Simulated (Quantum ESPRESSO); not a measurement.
# HfO2: magnetic shieldings

```
CELL_PARAMETERS angstrom
      5.09418     0.00000     0.00000
      0.00000     5.15064     0.00000
     -0.87617     0.00000     5.20295
ATOMIC_POSITIONS crystal
  Hf 0.27614 0.45806 0.70791
  Hf 0.72386 0.54194 0.29209
  Hf 0.72386 0.95806 0.79209
  Hf 0.27614 0.04194 0.20791
  O  0.44800 0.74253 0.97858
  O  0.55200 0.25747 0.02142
  O  0.55200 0.24253 0.52142
  O  0.44800 0.75747 0.47858
  O  0.06836 0.33076 0.34625
  O  0.93164 0.66924 0.65375
  O  0.93164 0.83076 0.15375
  O  0.06836 0.16924 0.84625
```
The geometry is a computed Materials Project entry, not a measured one. It is HfO2 in P2₁/c. Stability against distortions was not tested. The run has no spin polarisation.

Computed: shieldings by GIPAW with PBE in a modified build of Quantum ESPRESSO, on JTH PAW datasets, 22.5 Ha, k-mesh 4×4×4 shifted, f-sum rule met within 0.003 %.

| site | site symmetry | σ_iso (ppm) |
|---|---|---|
| Hf (atoms 1, 2, 3, 4) | 1 | – |
| O1 (atoms 5, 6, 7, 8) | 1 | -51 |
| O2 (atoms 9, 10, 11, 12) | 1 | -111 |

Shieldings of H and of elements past Ba are not listed.

Shieldings are absolute and leave out the bulk-susceptibility term; a larger σ means a smaller chemical shift. By our sweeps, such settings leave a few ppm in absolute σ on light atoms and up to some 20 ppm from Zn on. Spin–orbit coupling is left out; its weight grows with the heaviest atom, Hf here. The structure is static (0 K, no zero-point motion).
